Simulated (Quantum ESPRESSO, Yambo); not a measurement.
K$_{2}$Pt (space group Fm-3m, No. 225): one geometry, one set of norm-conserving PBEsol (Quantum ESPRESSO, 84 Ry, scalar-relativistic) orbitals, self-energies from Yambo (4×4×4 Γ-centred k mesh, bands 5 to 154 and a 7 Ry block in the screening, 154 bands in G with the Bruneval-Gonze terminator, plasmon pole fitted at 27.2 eV).

```csv
level,gap X → L (eV),direct gap at L (eV)
PBEsol (Quantum ESPRESSO),1.40,1.47
exchange only (Hartree-Fock self-energy on PBEsol orbitals),___,___
static COHSEX@PBEsol,3.19,3.30
"G0W0@PBEsol, plasmon pole",___,___
```

Task: Fill in the missing entries.

Result: 
- exchange only (Hartree-Fock self-energy on PBEsol orbitals), gap X → L (eV): 8.75
- exchange only (Hartree-Fock self-energy on PBEsol orbitals), direct gap at L (eV): 8.97
- G0W0@PBEsol, plasmon pole, gap X → L (eV): 2.21
- G0W0@PBEsol, plasmon pole, direct gap at L (eV): 2.29

Bare exchange has no screening and gives the widest gap; static COHSEX screens it but leaves out the frequency dependence, which G0W0 restores.

Nearest settings tried, and what they do to the gap: 70 bands in W: -39 meV; 1 Ry block (27 vectors against 259): -40 meV. Not varied: bands in G, mesh. So the settings aren't converged at that level.

Spin-orbit coupling is not included.

Geometry relaxed with PBEsol; primitive cell a = b = c = 5.284 Å, α = β = γ = 60.00°.

The structure is a Materials Project entry; no match was found in the copy of COD used, and its stability was not checked.
